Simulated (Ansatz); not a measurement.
CuFe₂Se₂:
```xyz
5
Lattice="3.6098 0.0000 0.0000 0.0000 3.6098 0.0000 0.0000 0.0000 6.5220" Properties=species:S:1:pos:R:3 pbc="T T T"
Fe     1.8049     1.8049     0.0000
Fe     0.0000     0.0000     0.0000
Se     1.8049     0.0000     1.6877
Se     0.0000     1.8049     4.8343
Cu     0.0000     0.0000     3.2610
```
Starting moments (μB, in the order of the atoms Fe Fe Se Se Cu): 2.6 2.8 0.2 0.2 0.0.

Relaxed with PBE+D3(BJ). Special points in fractions of this cell's reciprocal vectors: Γ (0.000, 0.000, 0.000); X (0.000, 0.500, 0.000); M (0.500, 0.500, 0.000); Z (0.000, 0.000, 0.500); R (0.000, 0.500, 0.500); A (0.500, 0.500, 0.500).

List the band energies nearest the Fermi level at these points for PBE+D3(BJ) (plane waves, PAW; program Ansatz).

In eV from the Fermi level; about four levels below and three above (degenerate sets whole), none deeper than 8.9 eV; points with the same levels are listed once.

| k | below | above |
|---|---|---|
| Γ ↑ | -1.39 -1.39 -0.54 -0.31 | 0.75 1.02 1.02 |
| X ↑ | -2.20 -2.20 -2.10 -1.63 -1.43 | 0.19 0.36 3.86 |
| M ↑ | -1.82 -1.82 -1.20 -0.25 | 2.26 2.26 2.50 |
| Z ↑ | -0.66 -0.66 -0.31 -0.14 -0.14 | 2.75 3.16 5.02 |
| R ↑ | -2.35 -2.16 -0.44 -0.32 | 0.33 0.35 1.09 |
| A ↑ | -1.82 -1.82 -0.48 -0.22 | 3.73 4.26 4.26 |
| Γ ↓ | -2.02 -1.90 -1.90 -1.29 | 0.09 0.11 1.11 1.11 |
| X ↓ | -0.57 -0.50 -0.45 -0.40 | 0.31 0.35 0.58 |
| M ↓ | -1.75 -1.36 -1.02 -1.02 | 0.66 0.75 0.80 |
| Z ↓ | -1.28 -1.28 -1.19 -0.32 | 0.00 1.28 1.28 |
| R ↓ | -0.92 -0.79 -0.53 -0.49 | 0.34 0.37 1.16 |
| A ↓ | -1.54 -1.42 -1.11 -1.11 | 0.55 0.72 1.09 1.09 |

Space group P-4m2. The cell is a constructed one: a structure type filled with these elements; neither database checked (COD, Materials Project) lists it. Whether it is the stable phase at ambient conditions was not checked. Symmetry was held in the PBE+D3(BJ) relaxation; whether a distortion lowers the energy is not shown. The final state is ferromagnetic, chosen from 3 collinear starts compared on coarse meshes (ties went to the first, and starts can fall back to one state), not a proven ground state. No Hubbard U is applied. The compound may be a true metal, but semilocal functionals without U, or a wrong spin order, can also close a gap. Spin–orbit coupling is left out wherever it is not named.

Potentials: the later of the program's two PAW sets.
